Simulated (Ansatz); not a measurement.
Ag:
Space group P6/mmm (No. 191); a = 5.3300 Å, b = 5.3300 Å, c = 5.2008 Å, α = 90.00°, β = 90.00°, γ = 120.00°

```
atom  site  symmetry       x       y       z
----  ----  --------  ------  ------  ------
Ag      2e       6mm  0.0000  0.0000  0.2530
Ag      2d      -6m2  0.3333  0.6667  0.5000
Ag      3f       mmm  0.0000  0.5000  0.0000
```

Relaxed at zero pressure with the program Ansatz at the r²SCAN level (PAW).

Question: The volume is raised by 9 % and shape and atoms relax at that volume. What pressure results, and how do the axes share the change?

Answer: -6.2 GPa; a 2.9 %, b 2.9 %, c 2.9 %; the energy rises by 35 meV/atom.

Question: Give the new structure.

Answer: 
Space group P6/mmm (No. 191); a = b = 5.487 Å, c = 5.349 Å, α = β = 90.00°, γ = 120.00°

```
atom  site  symmetry       x       y       z
----  ----  --------  ------  ------  ------
Ag      2e       6mm  0.0000  0.0000  0.2514
Ag      2d      -6m2  0.3333  0.6667  0.5000
Ag      3f       mmm  0.0000  0.5000  0.0000
```

The phase is kept; no other phase was compared at this pressure.

The start of the workflow was typed in or built on a structure type; neither database checked (COD, Materials Project) lists it. It is not the phase usual at ambient conditions (space group No. 225). The cell was relaxed with r²SCAN under the symmetry of its start; whether a distortion lowers the energy is not shown. No spin polarisation was allowed. Axis ratios of metals converge slowly with the k-mesh, so a and c are less sure than the volume.

Potentials: the earlier of the program's two PAW sets.
